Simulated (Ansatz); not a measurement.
**Data sheet: CsCaH3 (DFT)**

CsCaH3:
```yaml
crystal:
  lattice:
    - [4.60313, 0.00000, 0.00000]
    - [0.00000, 4.60313, 0.00000]
    - [0.00000, 0.00000, 4.60313]
  atoms:
    - { symbol: Cs, position: [0.00000, 0.00000, 0.00000] }
    - { symbol: Ca, position: [0.50000, 0.50000, 0.50000] }
    - { symbol: H, position: [0.50000, 0.00000, 0.50000] }
    - { symbol: H, position: [0.00000, 0.50000, 0.50000] }
    - { symbol: H, position: [0.50000, 0.50000, 0.00000] }
```

Space group Pm-3m (No. 221), cubic perovskite; conventional cell a = b = c = 4.6031 Å, α = β = γ = 90.00°.

Method: r²SCAN in the plane-wave PAW code Ansatz. The cell and atoms are relaxed at this level. Other levels are named where they apply.

### Cell and energy

```json
{
  "volume_per_atom": "19.51 Å³",
  "density": "3.00 g/cm³",
  "Formation energy from the elements (no fitted shifts)": "-49 kJ/mol of atoms"
}
```

### Electronic structure

```json
{
 "band_gap": "3.64 eV (direct)",
 "valence_band_maximum": "at M",
 "conduction_band_minimum": "at M (3 equivalent valleys)",
 "electron_effective_mass": "0.47 mₑ (isotropic)",
 "Electron effective mass with spin–orbit coupling": "0.47 mₑ (isotropic)",
 "Weight of the conduction-edge state by species (Voronoi cells)": "H 57 %, Ca 22 %, Cs 21 %",
 "Hole effective mass with spin–orbit coupling": "0.83, 0.83, 1.0 mₑ (principal values)",
 "Weight of the valence-edge state by species (Voronoi cells)": "H 88 %, Cs 7 %, Ca 5 %",
 "HSE06 gap on the r²SCAN cell": "4.30 eV",
 "Gap with spin–orbit coupling": "3.60 eV"
}
```

### Mechanics

```json
{
  "Bulk modulus (Birch–Murnaghan fit)": "24.8 GPa",
  "Pressure derivative B′": "3.7"
}
```

### Charges

```json
{
  "bader_charges": "Cs +0.75, Ca +1.52, H -0.76 e"
}
```

The workflow started from a Materials Project entry (that database holds measured and hypothetical structures alike); the Crystallography Open Database copy checked does not list it. Its standing as an ambient phase is unchecked. The cell was relaxed with r²SCAN under the symmetry of its start; its stability against distortions is not shown here. The references are the lowest solids computed at this level, not always the standard phases (solids in place of the gases). Spin–orbit coupling is left out wherever it is not named.

Potentials: the later of the program's two PAW sets.
